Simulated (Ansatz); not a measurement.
One crystal and one scan (energy over volume and axial ratio) at two levels, r2SCAN (plane waves to 500 eV, PAW, scalar-relativistic; Ansatz, a quantum-chemistry and plane-wave program) and PBE (plane waves to 420 eV, PAW, scalar-relativistic; Ansatz), each from its own relaxed cell and on its own mesh. The cell shown is that of r2SCAN.

V (bcc, W type)

```
V
1.0
   -1.49237     1.49237     1.49237
    1.49237    -1.49237     1.49237
    1.49237     1.49237    -1.49237
V
1
Direct
  0.00000   0.00000   0.00000
```

Two coordinates are scanned: the volume, and the ratio of the stretch along z (the conventional c axis) to the stretch across it. Atoms keep their fractional coordinates.

Energies are smeared free energies. The PAW data are Ansatz's earlier set. V is run without spin polarisation. V was relaxed with its symmetry unable to fall. With partly filled bands, the response to shear is sensitive to the k mesh, so small differences along c/a are uncertain. Percentages come from the unrounded values. Both scans cover V/V₀ from 0.920 to 1.080 and (c/a)/(c/a)₀ from 0.960 to 1.040.

Results of r2SCAN:

* **Lattice constant a (Å)**: 2.985
* **Shear modulus C′ = (C11 − C12)/2 (fit, atoms clamped) (GPa)**: 63

Task: Estimate the PBE values.

Result: 
```tsv
quantity	PBE	r2SCAN − PBE
Lattice constant a (Å)	2.997	-0.012 (-0.4 %)
Shear modulus C′ = (C11 − C12)/2 (fit, atoms clamped) (GPa)	61	+2 (+3 %)
```

r2SCAN gives the lower value for: lattice constant a.

(A scan under strain: stresses follow from slopes of the energy per volume, elastic moduli from its curvatures.)
